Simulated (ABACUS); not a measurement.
A self-consistent single point of CsSnI3 (Pm-3m, 5 atoms in the cell; from Materials Project mp-614013) with ABACUS.

Level of theory: PBE, PseudoDojo 0.5 standard norm-conserving PBE (tails mended) pseudopotentials (plane waves; ABACUS).

```yaml
crystal:
  lattice:
    - [6.28623, 0.00000, 0.00000]
    - [0.00000, 6.28623, 0.00000]
    - [0.00000, 0.00000, 6.28623]
  atoms:
    - { symbol: Cs, position: [0.50000, 0.50000, 0.50000] }
    - { symbol: Sn, position: [0.00000, 0.00000, 0.00000] }
    - { symbol: I, position: [0.50000, 0.00000, 0.00000] }
    - { symbol: I, position: [0.00000, 0.50000, 0.00000] }
    - { symbol: I, position: [0.00000, 0.00000, 0.50000] }
```

Reference input (self-consistent single point, DFT, PBE, numerical atomic orbitals TZP (confined pseudo-atomic orbitals; energy shift 0.01 Ry), PseudoDojo 0.5 standard norm-conserving PBE (tails mended) pseudopotentials): basis = TZP numerical atomic orbitals, energy shift 0.01 Ry; KPT = MP 4 4 4 0 0 0; basis_type = lcao; dft_functional = PBE; ecutwfc = 100 Ry; smearing_method = gaussian; smearing_sigma = 0.00367493 Ry; potentials = PseudoDojo 0.5 standard norm-conserving PBE (tails mended); symmetry = 1; symmetry_prec = 1e-05; ks_solver = genelpa; scf_nmax = 100. This run's input differs from it in these lines:

```diff
@@ -3,7 +3,6 @@
 calculation          scf
-basis_type           lcao
+basis_type           pw
 pseudo_dir           ./
-orbital_dir          ./
 dft_functional       PBE
-ecutwfc              100.0
+ecutwfc              72.0
 symmetry             1
@@ -12,5 +11,5 @@
 smearing_sigma       0.00367493
-ks_solver            genelpa
+ks_solver            dav_subspace
 scf_nmax             100
-scf_thr              1.0e-07
+scf_thr              1.0e-09
 mixing_type          pulay
@@ -19,3 +18,2 @@
 cal_stress           1
-out_mul              1
 device               cpu
@@ -26,7 +24,2 @@
 I 126.904 I.upf
-
-NUMERICAL_ORBITAL
-Cs_pbe_10.8au_4s2p1d.orb
-Sn_pbe_7.5au_3s3p2d.orb
-I_pbe_6.0au_3s3p1d.orb
```

Log, with long lists cut:

```
 SELF-CONSISTENT
 -------------------------------------------

                                 init_chg = atomic

 PW ALGORITHM --------------- ION=   1  ELEC=   1--------------------------------

 Notice: Threshold on eigenvalues was too large.

 Density error is 0.0738315212668
                          Error Threshold = 0.000171647725379
 E_KohnSham     -282.3959202878      -3842.1936078673
 E_Fermi        0.2225105893         3.0274118793

 PW ALGORITHM --------------- ION=   1  ELEC=   2--------------------------------

 Density error is 0.00347466766336
                          Error Threshold = 0.00016779891197
   [... lines left out ...]

 Density error is 1.21143554308e-09
                          Error Threshold = 1.28864072606e-11
 E_KohnSham     -282.4129016988      -3842.4246518171
 E_Fermi        0.2258167463         3.0723944528

 PW ALGORITHM --------------- ION=   1  ELEC=   9--------------------------------

 Density error is 2.52417120626e-11
                          Error Threshold = 2.75326259791e-12
 E_KohnSham     -282.4129016991      -3842.4246518214
 E_KS(sigma->0) -282.4129016991      -3842.4246518214
 E_entropy(-TS) -0.0000000000        -0.0000000000
 E_Fermi        0.2258158793         3.0723826576
 charge density convergence is achieved
 final etot is -3842.4246518 eV
 EFERMI = 3.0723826576 eV

 STATE ENERGY(eV) AND OCCUPATIONS    NSPIN == 1
   [... 29 lines left out ...]

 TOTAL-FORCE (eV/Angstrom)
                       Cs1         0.0000000000         0.0000000000         0.0000000000
                       Sn1         0.0000000000         0.0000000000         0.0000000000
                        I1         0.0000000000         0.0000000000         0.0000000000
                        I2         0.0000000000         0.0000000000         0.0000000000
                        I3         0.0000000000         0.0000000000         0.0000000000

 TOTAL-STRESS (KBAR)
        -1.9505749972         0.0000000000         0.0000000000
        -0.0000000000        -1.9505749972        -0.0000000000
        -0.0000000000         0.0000000000        -1.9505749972
 TOTAL-PRESSURE: -1.950575 KBAR

 --------------------------------------------
 !FINAL_ETOT_IS -3842.4246518213635682 eV
 --------------------------------------------
```

The run converged in 9 iterations. Against the reference run the free energy goes down by 552 meV/atom.

Spin-orbit coupling is left out, which matters for bands and gaps with elements this heavy. This run is one point of a test of settings, so its values need not be converged; read them against the reference run alone. The structure comes from a collection of computed structures, made at another level of theory; the collection holds predicted forms beside known ones.

Cost on one core: roughly 70 core-seconds.

The atomic orbitals were generated for these runs; they are not ABACUS's published sets and were checked against plane waves on a few crystals only.

“Tails mended”: in these copies of the files the far tail of each local potential was reset to the Coulomb form.
